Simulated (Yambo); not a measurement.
Optical response of LiC at +2 % isotropic strain

```
LiC
1.0
   -1.82270     2.45147     2.70494
    1.82270    -2.45147     2.70494
    1.82270     2.45147    -2.70494
Li C
2 2
Direct
  0.73812   0.23812   0.50000
  0.26188   0.76188   0.50000
  0.87133   0.00000   0.87133
  0.12867   0.00000   0.12867
```

Yambo, RPA with local fields on PBEsol bands shifted by a G0W0 scissor of 2.37 eV; 14×14×14 mesh, 33 bands, 4 Ry local-field block, 0.2 eV broadening; field along x.

| E (eV) | Im ε | Re ε | Im ε, independent particles |
|---|---|---|---|
| 0.0 | 0.00 | 2.43 | 0.00 |
| 0.6 | 0.00 | 2.43 | 0.00 |
| 1.2 | 0.01 | 2.45 | 0.01 |
| 1.9 | 0.01 | 2.47 | 0.01 |
| 2.5 | 0.01 | 2.51 | 0.02 |
| 3.1 | 0.02 | 2.56 | 0.02 |
| 3.8 | 0.02 | 2.62 | 0.03 |
| 4.4 | 0.03 | 2.71 | 0.05 |
| 5.0 | 0.05 | 2.84 | 0.06 |
| 5.6 | 0.08 | 3.03 | 0.11 |
| 6.2 | 0.25 | 3.32 | 0.30 |
| 6.9 | 0.49 | 3.47 | 0.60 |
| 7.5 | 0.81 | 3.80 | 1.01 |
| 8.1 | 1.75 | 3.70 | 2.23 |
| 8.8 | 1.80 | 3.29 | 3.04 |
| 9.4 | 2.16 | 3.39 | 4.36 |
| 10.0 | 2.36 | 3.17 | 3.43 |
| 10.6 | 3.47 | 3.18 | 4.80 |
| 11.2 | 4.01 | 1.60 | 4.96 |
| 11.9 | 3.08 | 0.78 | 3.75 |
| 12.5 | 2.82 | 0.65 | 3.18 |
| 13.1 | 2.63 | 0.52 | 2.87 |
| 13.8 | 2.20 | 0.20 | 2.17 |
| 14.4 | 2.06 | 0.15 | 1.90 |
| 15.0 | 1.87 | -0.04 | 1.66 |
| 15.6 | 1.63 | -0.30 | 1.30 |
| 16.2 | 1.12 | -0.32 | 0.80 |
| 16.9 | 0.90 | -0.27 | 0.59 |
| 17.5 | 0.58 | -0.03 | 0.44 |
| 18.1 | 0.57 | 0.21 | 0.46 |
| 18.8 | 0.59 | 0.25 | 0.46 |
| 19.4 | 0.51 | 0.24 | 0.41 |
| 20.0 | 0.46 | 0.36 | 0.38 |

Structure narrower than a few tenths of an eV can come from the finite k mesh. Convergence of the RPA response with its 14×14×14 mesh was not tested. The scissor comes from a G0W0 run whose convergence isn't established. No excitonic effects at this level.

Geometry strained from the cell relaxed with PBEsol, atoms relaxed again.
